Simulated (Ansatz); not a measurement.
An Ansatz (a quantum-chemistry and plane-wave program) input:

Ansatz 0.2 input:
```yaml
crystal:
  lattice:
    - [3.5612320713, 0.0, 0.0]
    - [-1.7806160356, 3.0841174425, 0.0]
    - [0.0, 0.0, 3.3638952376]
  atoms:
    - { symbol: C, position: [0.2324571697, 0.4649143394, 0.25] }
    - { symbol: C, position: [0.5350856606, 0.7675428303, 0.5833333333] }
    - { symbol: C, position: [0.2324571697, 0.7675428303, 0.9166666667] }
    - { symbol: C, position: [0.7675428303, 0.5350856606, 0.75] }
    - { symbol: C, position: [0.4649143394, 0.2324571697, 0.0833333333] }
    - { symbol: C, position: [0.7675428303, 0.2324571697, 0.4166666667] }
kpoints:
  mp_grid: { grid: [5, 5, 5] }
hamiltonian:
  xc: hse06
  pseudopotentials: { azcp: { folder: ./paw }, kind: paw }
scf:
  n_extra_bands: 6
  occupations: { method: fixed }
output:
  eigenvalues: true
  eigenstates:
    e_range: [-9.0, 14.6]
    kpoints:
      - [0.0, -0.5, 0.460937]  # VBM
      - [0.0, 0.0, 0.192708]  # CBM
      - [0.0, 0.0, 0.0]  # GAMMA
      - [0.0, 0.0, 0.5]  # A
      - [0.3333333333, 0.3333333333, 0.0]  # K
      - [0.3333333333, 0.3333333333, 0.5]  # H
      - [0.5, 0.0, 0.0]  # M
      - [0.5, 0.0, 0.5]  # L
```

Task: How many symmetry operations and irreducible k-points will the run report?

Result: 12 operations, 15 of 125 k-points.

Task: With a cutoff of 420 eV, how many plane waves at Γ?

Result: 713.

It took very roughly 40 core-seconds on shared server cores.

The points marked VBM and CBM come from a semilocal run.

Space group P6_122. The start of the workflow was typed in or built on a structure type; neither database checked (COD, Materials Project) lists it. It is not the phase usual at ambient conditions (space group No. 194, 227). The r²SCAN relaxation kept the symmetry of its start; its stability against distortions is not shown here.

Potentials: the earlier of the program's two PAW sets.

Ansatz is a plane-wave DFT program.
